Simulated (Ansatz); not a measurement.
Ansatz input file:

```yaml
crystal:
  lattice:
    - [4.0990008097, 0.0, 0.0]
    - [-2.0495004048, 3.5498388313, 0.0]
    - [0.0, 0.0, 6.572]
  atoms:
    - { symbol: Mn, position: [0.3333333333, 0.6666666667, 0.36944], spin: 3.77 }
    - { symbol: Mn, position: [0.6666666667, 0.3333333333, 0.63056], spin: 3.77 }
    - { symbol: Zn, position: [0.0, 0.0, 0.0] }
    - { symbol: As, position: [0.3333333333, 0.6666666667, 0.76793] }
    - { symbol: As, position: [0.6666666667, 0.3333333333, 0.23207] }
basis:
  ecutwfc: 420
kpoints:
  mp_grid: { grid: [12, 12, 6] }
hamiltonian:
  xc: pbe
scf:
  occupations: { method: gaussian, width: 0.1 }
output:
  forces: true
  stress: true
  eigenvalues: true
  populations: true
  write_density: true
  write_potential: true
  elf: true
  volumetric_format: npy
magnetization:
  spin_polarized: true
relax:
  adjacent_minimum: "off"
  f_tol: 0.005
  max_steps: 80
  cell: { stress_tol: 0.05 }
```

Run as
```bash
ansatz run input.yaml --threads 1 --pin off --max-ram 2560MiB --backend cpu --events-out ev --progress --plain --runs-dir out
```

Level of theory: DFT PBE, scalar-relativistic, plane waves, PAW in Ansatz.

From the run's log, abridged (final results; tables in files aren't shown):

```
SCF 8 converged in 12 iterations: F = -20828.488334 eV  dr2 = 4.74e-11
WARN: an SCF from antiferromagnetic starting moments (-3.77, 3.77, 0.00, 0.00, 0.00 Bohr magnetons, atom by atom) was not made, by what the run has read of turns of its moments that order reads lower: the deck asks for what bars it, or types moments that do (magnetization.spin_polarized, in the input reference, names some of the keys), or the run goes by scf.lower_state_search: light, the default, which as a rule tries one only behind a close that has lost an order of both signs, or on which an open d or half-filled 4f shell of a PAW file has lost a moment that was set nearer to Hund's than to what is left; or, under a Hubbard U, one that names an f shell that the input leaves bare beside gi ...
SCF converged after 12 iterations
Magnetization: 5.3245 μB (38.6622 up, 33.3378 down)
Absolute magnetization: 5.9039 μB (∫|ρ↑−ρ↓|, with the PAW one-centre terms)
Spin contamination: 0.2151 ħ² per cell (⟨S²⟩ above its minimum at these occupations)
Per-site moments (μB) at R_I (Å): [(2.56240211, 1.00071953), (2.56240211, 1.00071953), (0.03705427, 1.13982115), (-0.09061586, 1.00071953), (-0.09061586, 1.00071953)]
Free energy (F): -20828.488334 eV
Harris-Foulkes:  -20828.488334 eV  (|F-HF|=4.37e-11)
Internal energy: -20828.470600 eV  (E = F + TS)
E sigma→0 (E₀):  -20828.479467 eV
Entropy (-TS):   -0.017733 eV (-3.547 meV/atom)
Fermi energy:    12.045390 eV
--- Per-component energies (eV) ---
  E_band       = -907.387264
  E_kinetic    = 949.507960
  E_local      = -9314.918559  (includes V_loc(G=0)·N_el)
  E_nonlocal   = -234.750860
  E_hartree    = 4367.917738
  E_xc         = -521.943229
  E_vxc        = -500.206929  (∫ρ·V_xc dr)
  E_paw        = -8105.907554  (= ΣΔE_a)
  E_vpaw       = -542.853497  (= ΣTr[D̂ρ^β])
  E_aug_tail   = -0.000374  (compensation charges beyond the density's cutoff)
  E_ewald      = -7968.375723
  E_smearing   = -0.017733  (= −TS)
--- Forces (eV/Å), atoms counted from 1 ---
  atom   1  Mn     0.00000000     0.00000000     0.00044139
  atom   2  Mn     0.00000000     0.00000000    -0.00044139
  atom   3  Zn     0.00000000     0.00000000     0.00000000
  atom   4  As     0.00000000     0.00000000    -0.00144360
  atom   5  As     0.00000000     0.00000000     0.00144360
--- Stress (GPa, compression-positive) ---
       -0.012006       0.000000       0.000000
        0.000000      -0.012006       0.000000
        0.000000       0.000000      -0.008818
  P = ⅓ Tr σ = -0.0109 GPa (-0.109 kbar)
--- Band table (eV; the first three rows and the last of 200) ---
  k-point 0 ↑: bands = ["-68.2664", "-68.2442", "-37.1032", "-37.1032", "-37.0417", "-37.0417", "-36.9656", "-36.9129", "-23.5062", "-23.5046", "-23.4998", "-23.4998", "-23.4995", "-23.4995", "-23.4857", "-23.4857", "-23.4848", "-23.4848", "-0.7099", "0.7278", "4.6104", "4.6569", "4.6569", "4.7866", "4.7866", "5.9313", "8.2761", "8.2761", "8.3615", "8.7816", "8.7816", "10.0405", "10.0405", "10.6496", "10.9968", "10.9968", "13.3053", "13.6064", "13.6064", "13.8725", "13.8725", "13.9664", "15.3955", "17.4863", "17.4863", "18.1683", "18.9855", "18.9855"]
  k-point 1 ↑: bands = ["-68.2664", "-68.2442", "-37.1032", "-37.1032", "-37.0417", "-37.0417", "-36.9656", "-36.9129", "-23.5063", "-23.5045", "-23.4998", "-23.4998", "-23.4995", "-23.4995", "-23.4857", "-23.4857", "-23.4849", "-23.4849", "-0.6373", "0.5956", "4.6318", "4.6561", "4.6561", "4.7867", "4.7867", "6.0561", "8.2852", "8.2852", "8.3672", "8.7616", "8.7616", "10.0510", "10.0510", "10.6472", "11.0053", "11.0053", "12.7394", "13.6022", "13.6022", "13.9345", "13.9345", "14.5448", "15.2510", "17.1287", "17.1287", "18.1428", "19.1382", "19.1382"]
  k-point 2 ↑: bands = ["-68.2664", "-68.2442", "-37.1032", "-37.1032", "-37.0417", "-37.0417", "-36.9656", "-36.9129", "-23.5064", "-23.5044", "-23.4998", "-23.4998", "-23.4994", "-23.4994", "-23.4855", "-23.4855", "-23.4850", "-23.4850", "-0.4285", "0.2758", "4.6544", "4.6544", "4.6647", "4.7871", "4.7871", "6.3252", "8.3056", "8.3056", "8.3688", "8.7198", "8.7198", "10.0724", "10.0724", "10.6419", "11.0209", "11.0209", "12.1506", "13.5948", "13.5948", "14.0789", "14.0789", "14.9429", "15.1370", "16.5850", "16.5850", "18.2802", "19.0407", "19.1721"]
  k-point 99 ↓: bands = ["-65.3882", "-65.3882", "-34.3130", "-34.3130", "-34.2305", "-34.1674", "-34.1674", "-34.1368", "-23.5204", "-23.5204", "-23.5190", "-23.5183", "-23.5183", "-23.5178", "-23.5061", "-23.5059", "-23.5057", "-23.5057", "0.9988", "0.9988", "4.7379", "4.7379", "4.8073", "4.8255", "4.8255", "6.5201", "7.2414", "7.2414", "7.9112", "10.3273", "10.3273", "11.2039", "11.8473", "12.0432", "12.0432", "12.2977", "13.4529", "13.4529", "13.5264", "14.2128", "14.2128", "16.3114", "16.8838", "16.8838", "17.4812", "20.5395", "20.5395", "20.6498"]
--- Relaxed structure (7 steps of the walk, 6 accepted, 1 SCFs on fresh bases) ---
  F+E_penalty+E_count = -20828.48833373 eV   max|allowed force component| = 1.444e-3 eV/Å   (the final SCF, on the basis selected at the relaxed cell)
  cell:  # Å, volume = 86.3445 Å³
    - [3.92318516, 0.0, 0.0]
    - [-1.96159258, 3.39757801, 0.0]
    - [0.0, 0.0, 6.47778152]
  atoms:
    - { symbol: Mn, position: [0.33333333, 0.66666666, 0.38116900] }
    - { symbol: Mn, position: [0.66666666, 0.33333333, 0.61883099] }
    - { symbol: Zn, position: [0.0, 0.0, 0.0] }
    - { symbol: As, position: [0.33333333, 0.66666666, 0.75567789] }
    - { symbol: As, position: [0.66666666, 0.33333333, 0.24432210] }
--- Löwdin populations: 5 sites ---
  site symbol q [e]    m [muB]
     0     Mn     14.4806     2.8109
     1     Mn     14.4806     2.8109
     2     Zn     10.8956     0.0616
     3     As     15.7848    -0.1826
     4     As     15.7848    -0.1826
  spilling = 0.007966 (of n_electrons = 72.000000)
```

The relaxation met its thresholds.

It took 11 min on 1 thread of Arm Neoverse V1, on a shared host, peak memory 0.89 GiB.

The state reached may not be the lowest one. The program reads another magnetic order as possibly lower. Only parallel moments were tried here.